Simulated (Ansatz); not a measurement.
# TiPd (Pm-3m), clamped-ion strain scan

Level of theory: DFT PBEsol, scalar-relativistic, plane waves, PAW in Ansatz. The runs took a 420 eV cutoff, a Γ-centred 16×16×16 mesh and Gaussian smearing (0.15 eV). No spin polarisation. Energies are free energies at this smearing, counted from the undisturbed cell; pressure is positive in compression.

The undisturbed cell (as given, not relaxed at this level; it stands at -6.9 GPa, and it needn't be the usual structure):

```
Ti Pd
1.0
     3.18000    0.00000    0.00000
     0.00000    3.18000    0.00000
     0.00000    0.00000    3.18000
Ti Pd
1 1
Direct
  0.50000 0.50000 0.50000
  0.00000 0.00000 0.00000
```

The cell is strained by ε times the Voigt pattern (0, 0, 1, 0, 0, 0) (xx, yy, zz, yz, xz, xy; engineering shear) with fractional coordinates fixed. The cell is metallic on the mesh throughout.

| ε | ΔE (meV/atom) |
| --- | --- |
| -0.0400 | -18.6 |
| -0.0300 | -15.8 |
| -0.0200 | -11.7 |
| -0.0100 | -6.4 |
| 0.0000 | 0.0 |
| 0.0100 | 7.5 |
| 0.0200 | 16.1 |
| 0.0300 | 25.9 |
| 0.0400 | 36.8 |

Q: Predict the stress summed along the pattern (GPa, tension positive) at each point.

A:
| ε | stress summed along the pattern (GPa, tension positive) |
| --- | --- |
| -0.0400 | 2.12 |
| -0.0300 | 3.46 |
| -0.0200 | 4.68 |
| -0.0100 | 5.82 |
| 0.0000 | 6.92 |
| 0.0100 | 8.04 |
| 0.0200 | 9.17 |
| 0.0300 | 10.30 |
| 0.0400 | 11.37 |